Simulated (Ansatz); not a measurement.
Clean, relaxed (111) surface of Ta, space group Im-3m (No. 229) (top face towards +c; atoms held fixed, by place in the list: 1, 2, 3, 4):

```yaml
crystal:
  lattice:
    - [4.63936, 0.00000, 0.00000]
    - [-2.31968, 4.01780, 0.00000]
    - [0.00000, 0.00000, 23.62903]
  atoms:
    - { symbol: Ta, position: [0.66667, 0.33333, 0.35973] }
    - { symbol: Ta, position: [0.33333, 0.66667, 0.39980] }
    - { symbol: Ta, position: [0.00000, 0.00000, 0.43988] }
    - { symbol: Ta, position: [0.66667, 0.33333, 0.47996] }
    - { symbol: Ta, position: [0.33333, 0.66667, 0.51569] }
    - { symbol: Ta, position: [0.00000, 0.00000, 0.56283] }
    - { symbol: Ta, position: [0.66667, 0.33333, 0.59753] }
    - { symbol: Ta, position: [0.33333, 0.66667, 0.62575] }
```

Theory: DFT PBEsol, scalar-relativistic, plane waves, PAW (Ansatz). Settings: cutoff 420 eV, Γ-centred mesh 6×6×1 on the computed 8-atom cell, Gaussian smearing of 0.10 eV; no spin polarisation. A dipole correction removes the field between periodic images along c.

The adsorption energy is E(slab + adsorbate) − E(slab) − E(free adsorbate, spin-polarised where open-shell). With the adsorbate the cell is lengthened along c to keep the vacuum.

Question: Si (atom) is put on the top face (one adsorbate per 18.6 Å²) at each of these sites and relaxed. Order them from strongest to weakest binding.
A. top (Ta) at (0.67, 0.33)
B. top (Ta) at (0.33, 0.67)
C. bridge (Ta-Ta) at (0.00, 0.50)

Answer: C (-4.94 eV), A (-4.83 eV), B (-3.00 eV).

Each end is the local minimum or symmetric point that its start leads to. The slab is only 6.6 Å thick, so the energies aren't converged with thickness.

The adsorbed runs have no spin polarisation, so weakly bound open-shell ends lie too high.